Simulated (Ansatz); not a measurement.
**Slab of bcc Fe (111), 5 layers**

The slab is cut from the bcc crystal, the stable phase, as relaxed on PAW files (11.35 Å³/atom), with 16 Å of vacuum and a dipole correction:

```
CELL_PARAMETERS angstrom
4.00414 0.00000 0.00000
-2.00207 3.46769 0.00000
0.00000 0.00000 19.26940
ATOMIC_POSITIONS crystal
Fe 0.83333 0.16667 0.41517
Fe 0.16667 0.83333 0.45758
Fe 0.50000 0.50000 0.50000
Fe 0.83333 0.16667 0.54242
Fe 0.16667 0.83333 0.58483
```

Computed with Ansatz 0.2.0; functional PBE, scalar-relativistic. Settings: a Γ-centred 11×11×1 k mesh, Fermi–Dirac smearing of 0.1 eV, spin-polarised from start moments Fe1 2.5, Fe2 2.5, Fe3 2.5, Fe4 2.5, Fe5 2.5 μB. Methods: LAPW: all electrons, basis error target 1 meV/atom; PAW: frozen-core files, cutoff 420 eV.

The bulk energy comes from a cell in the slab's orientation on a 11×11×15 mesh. The surface energy is (E(slab) − N·E(bulk))/2A at zero smearing, the mean of both faces; thin slabs carry quantum-size effects.

Other magnetic orders may lie lower. The cell is 1×1, so reconstructions are forbidden, and in slabs of four or five layers the relaxations can be far larger than at a real surface.

As cut, the LAPW slab lies 4.762 eV above 5 atoms of bulk. What surface energy is that?

Over two faces of 13.89 Å² it is 171.5 meV/Å², and times 16.02 J/m² per eV/Å² that gives γ = 2.747 J/m².

```json
{"method": "LAPW", "γ as cut (J/m²)": "2.747", "γ relaxed (J/m²)": "2.681", "Φ as cut (eV)": "3.83", "Φ relaxed (eV)": "3.91"}
{"method": "PAW", "γ as cut (J/m²)": "2.743", "γ relaxed (J/m²)": "2.677", "Φ as cut (eV)": "3.84", "Φ relaxed (eV)": "3.91"}
```

How do the spacings between the planes relax?

From the bottom face up: d12 -2.5 % of 0.817 Å, d23 -8.5 % of 0.817 Å, d34 -8.5 % of 0.817 Å, d45 -2.5 % of 0.817 Å.

How do the moments vary through the slab?

Fe1 2.85, Fe2 2.33, Fe3 2.55, Fe4 2.33, Fe5 2.85 μB in the LAPW spheres; the bulk has Fe 2.21 μB.

A field of 0.2 V/Å is applied along the normal, atoms held. What follows?

LAPW finds an induced dipole of 0.0946 e·Å a cell (PAW 0.0946), that is 6.17 Å for 4πα over the area, against 3.09 Å between the outer atoms.
